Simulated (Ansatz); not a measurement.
BW2 in space group P4/nmm (No. 129; W on 2a, W on 2c, B on 2c) at seven volumes, the program Ansatz at the PBE level (PAW), shape and atoms relaxed at each. One row is withheld.

| V (Å³/atom) | P (GPa) |
|---|---|
| 11.842 | 33.42 |
| 12.232 | ? |
| 12.622 | 9.47 |
| 13.013 | 0.00 |
| 13.403 | -8.11 |
| 13.794 | -15.05 |
| 14.184 | -20.97 |

Q: Fit the shown pressures and predict the withheld one.

A: P = (3/2)B₀(x^(7/2) − x^(5/2))[1 + (3/4)(B′ − 4)(x − 1)] with x = (V₀/V)^(2/3). Least squares on the six rows gives V₀ = 13.013 Å³/atom, B₀ = 291 GPa, B′ = 4.17. At V = 12.232, x = 1.0421 and P = 20.50 GPa. The run itself gave 20.50 GPa.

The cell is a constructed one: a structure type filled with these elements; neither database checked (COD, Materials Project) lists it. COD files the formula under space group No. 140, so this cell is another polymorph or a model. Its standing as an ambient phase is unchecked. The cell was relaxed with PBE under the symmetry of its start; its stability against distortions is not shown here. No spin polarisation was allowed. Scalar-relativistic: spin–orbit coupling is off unless named, which matters more the heavier the elements.

Potentials: the earlier of the program's two PAW sets.
